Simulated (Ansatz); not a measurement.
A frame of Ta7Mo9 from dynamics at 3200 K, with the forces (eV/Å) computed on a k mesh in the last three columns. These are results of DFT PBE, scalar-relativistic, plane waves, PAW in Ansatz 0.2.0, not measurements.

Cutoff 420 eV; k points 4×4×4 on the computed 16-atom cell (Γ-centred); Fermi–Dirac smearing, width 0.28 eV; no spin polarisation.

```xyz
16
Lattice="6.436 0.075 -0.187 0.075 6.547 0.233 -0.187 0.233 6.297" Properties=species:S:1:pos:R:3:forces:R:3 pbc="T T T"
Mo    3.235    5.320    4.427   -1.080   -0.190    0.540
Mo    4.610    3.733    5.824    1.860    0.050    1.500
Mo    3.588    5.300    1.542   -1.770   -1.930   -2.410
Mo    3.623    1.875    0.995   -3.620   -0.160    1.160
Mo    0.163    4.641    1.788   -2.480    3.880   -2.260
Mo    1.820    6.695    6.295   -0.630    0.840    0.160
Mo    6.306    1.784    1.030    3.060    1.320    0.300
Mo    1.653    3.856    6.251    0.370   -1.650   -1.500
Mo    1.686    0.253    2.433   -0.750   -0.440    2.000
Ta    0.354    1.715    4.743   -1.850    1.750   -1.590
Ta   -0.018    5.256    4.963    1.500   -1.560   -3.120
Ta    3.244    1.742    4.385   -2.440    1.940   -1.040
Ta    1.705    3.186    2.632    1.400   -0.440    2.960
Ta    4.548    3.538    3.014    3.790   -0.770   -0.540
Ta    4.890    0.365    2.648    1.670   -0.890    1.790
Ta    4.788    0.402    5.797    0.990   -1.740    2.050
```

Static pressure 18.0 GPa (no kinetic part), no gap on the mesh.

Counting as bonded all pairs within 1.3 times the summed covalent radii:

```csv
atom → neighbour,mean count,mean length (Å),spread (Å)
Mo → Mo,8.00,3.00,0.36
Mo → Ta,6.89,3.12,0.49
Ta → Mo,8.86,3.12,0.49
Ta → Ta,7.43,3.24,0.54
```

Angles between all pairs of such bonds at an atom (mean ± spread): 95 ± 35° at Mo, 95 ± 36° at Ta.

Spin-orbit coupling is left out, which matters for the bands of heavy elements.

Cost: 1 run of about 3.5 core-minutes, on Arm Neoverse V1 (shared hosts).